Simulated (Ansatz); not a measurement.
**Na₂TlHgF₆: what symmetry allows forces and stress to be**

```yaml
crystal:
  lattice:
    - [0.00000, 4.52730, 4.45822]
    - [4.45822, 0.00000, 4.45822]
    - [4.45822, 4.52730, 0.00000]
  atoms:
    - { symbol: Na, position: [0.74619, 0.75381, 0.74619] }
    - { symbol: Na, position: [0.24619, 0.25381, 0.24619] }
    - { symbol: Tl, position: [0.01689, 0.98311, 0.01689] }
    - { symbol: Hg, position: [0.51021, 0.48979, 0.51021] }
    - { symbol: F, position: [0.75450, 0.23285, 0.24364] }
    - { symbol: F, position: [0.23099, 0.24550, 0.76715] }
    - { symbol: F, position: [0.24364, 0.76901, 0.75450] }
    - { symbol: F, position: [0.23942, 0.76058, 0.23942] }
    - { symbol: F, position: [0.74483, 0.25517, 0.74483] }
    - { symbol: F, position: [0.76715, 0.75636, 0.23099] }
```

Level of theory: DFT PBE, scalar-relativistic, plane waves, PAW (Ansatz 0.2.0).

Cutoff 420 eV; k points 6×6×6 on the computed 10-atom cell (Γ-centred); Gaussian smearing, width 0.10 eV; no spin polarisation.

This distorted cell has space group I4, with 4 operations.

Task: Without a calculation: in which directions can each atom feel a force?

Result: A force must be left unchanged by every operation that keeps its atom in place, so it lies in the space that those operations leave fixed. Atoms that the group maps onto each other feel forces of one size.
```json
{"atom": "Na1", "site symmetry": "2..", "operations at the site": "2", "equivalent to atom": "1", "allowed force (Cartesian)": "along (0.00, 1.00, 0.00)"}
{"atom": "Na2", "site symmetry": "2..", "operations at the site": "2", "equivalent to atom": "1", "allowed force (Cartesian)": "along (0.00, 1.00, 0.00)"}
{"atom": "Tl3", "site symmetry": "4..", "operations at the site": "4", "equivalent to atom": "3", "allowed force (Cartesian)": "along (0.00, 1.00, 0.00)"}
{"atom": "Hg4", "site symmetry": "4..", "operations at the site": "4", "equivalent to atom": "4", "allowed force (Cartesian)": "along (0.00, 1.00, 0.00)"}
{"atom": "F5", "site symmetry": "1", "operations at the site": "1", "equivalent to atom": "5", "allowed force (Cartesian)": "any direction"}
{"atom": "F6", "site symmetry": "1", "operations at the site": "1", "equivalent to atom": "5", "allowed force (Cartesian)": "any direction"}
{"atom": "F7", "site symmetry": "1", "operations at the site": "1", "equivalent to atom": "5", "allowed force (Cartesian)": "any direction"}
{"atom": "F8", "site symmetry": "4..", "operations at the site": "4", "equivalent to atom": "8", "allowed force (Cartesian)": "along (0.00, 1.00, 0.00)"}
{"atom": "F9", "site symmetry": "4..", "operations at the site": "4", "equivalent to atom": "9", "allowed force (Cartesian)": "along (0.00, 1.00, 0.00)"}
{"atom": "F10", "site symmetry": "1", "operations at the site": "1", "equivalent to atom": "5", "allowed force (Cartesian)": "any direction"}
```

That leaves 8 independent force components of 30, tied by 1 condition that the forces sum to zero, so 7 remain. A relaxation in this cell that keeps the symmetry moves the atoms in these directions alone.

Task: And the stress tensor?

Result: It must be invariant under the point group, which leaves 2 independent components: yz, xz, xy vanish; xx = zz.

Task: Do the computed values obey this?

Result: Yes. Forces (eV/Å):
```
Na1  0.000  0.075  0.000
Na2  0.000  0.075  0.000
Tl3  0.000 -2.969  0.000
Hg4  0.000 -1.311  0.000
F5   0.970 -0.111 -0.096
F6   0.096 -0.111  0.970
F7  -0.970 -0.111  0.096
F8   0.000  2.938  0.000
F9   0.000  1.637  0.000
F10 -0.096 -0.111 -0.970
```

Stress (GPa, compression positive, xx yy zz yz xz xy): 6.23 7.56 6.23 0.00 0.00 0.00. The program imposes the same operations on density, forces and stress, so this confirms the analysis and is no independent test of the calculation.

Spin–orbit coupling is left out, which can shift energies with elements as heavy as these. The cell has an odd number of electrons and was run without spin polarisation, which forces a half-filled band: energy, forces and stress belong to that artificial state.